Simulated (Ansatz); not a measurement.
**WC: reading a single point**

```xyz
2
Lattice="2.9006 0.0000 0.0000 -1.4503 2.5120 0.0000 0.0000 0.0000 2.8383" Properties=species:S:1:pos:R:3 pbc="T T T"
W     0.0000    0.0000    0.0000
C     1.4504    0.8372    1.4192
```

Method: r2SCAN, no spin polarisation; PAW, plane waves to 500 eV, 13×13×12 Γ-centred mesh, fermi-dirac occupations (width 0.1 eV) (Ansatz 0.2.0), atoms fixed.

Stress: The pressure is 2.7 GPa (compression positive), so with the atoms held at these fractions the cell would first expand. The principal stresses 0.4, 3.9, 3.9 GPa differ, so its shape would change too.
Formation energy: -0.18 eV an atom against the elements' usual phases (free molecules for gases, crystals otherwise, with no correction for O₂ or N₂), so it is bound against them; other compounds may still compete. Relaxing would lower it.
Charges: Bader charges in e: W +1.48, C -1.48. In the mean W gives up most and C takes most.
At the Fermi level: It is a metal, with about 0.22 states/eV a cell as the mean within 0.25 eV of the Fermi level, mostly W d (73 %) and C p (21 %).
Contacts: W–C at 2.19 Å: least valence density 0.66 e/Å³ and ELF 0.38 there. These are pseudo-fields; inside the PAW spheres they differ from the all-electron ones.

Origin: a database entry at a rescaled volume.
